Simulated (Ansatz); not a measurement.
WSe₂:
```cif
data_Se4W2
_chemical_formula_sum 'W2 Se4'
_space_group_name_H-M_alt 'P63/mmc'
_space_group_IT_number 194
_space_group_name_Hall '-P 6c 2c'
_cell_length_a 3.27906
_cell_length_b 3.27906
_cell_length_c 12.78635
_cell_angle_alpha 90.000
_cell_angle_beta 90.000
_cell_angle_gamma 120.000
loop_
_atom_site_label
_atom_site_type_symbol
_atom_site_symmetry_multiplicity
_atom_site_Wyckoff_symbol
_atom_site_fract_x
_atom_site_fract_y
_atom_site_fract_z
_atom_site_occupancy
W1 W 2 d 0.66667 0.33333 0.25000 1
Se1 Se 4 f 0.33333 0.66667 0.11828 1
```

Relaxed with PBE+D3(BJ).

### Question
Decompose the optical modes at the zone centre into irreducible representations, and say which are infrared and Raman allowed.

### Answer
Point group 6/mmm: Γ_opt = A1g + A2u + 2B1g + B2u + E1g + E1u + 2E2g + E2u. Infrared: A2u, E1u. Raman: A1g, E1g, E2g.

### Question
Assign frequencies (DFPT, the program Ansatz at the PBE+D3(BJ) level (PAW); without the LO–TO term).

### Answer
E2g 26, B1g 45, E2u 171, E1g 173, E2g 243, E1u 243, B2u 245, A1g 251, A2u 302, B1g 306 cm⁻¹.

Subscripts of B labels follow the axes of the standard setting.

Space group P6_3/mmc. Symmetry was held in the PBE+D3(BJ) relaxation; phonons on a q-mesh show no instability. No spin polarisation was allowed. Spin–orbit coupling is left out wherever it is not named.

Potentials: the later of the program's two PAW sets.
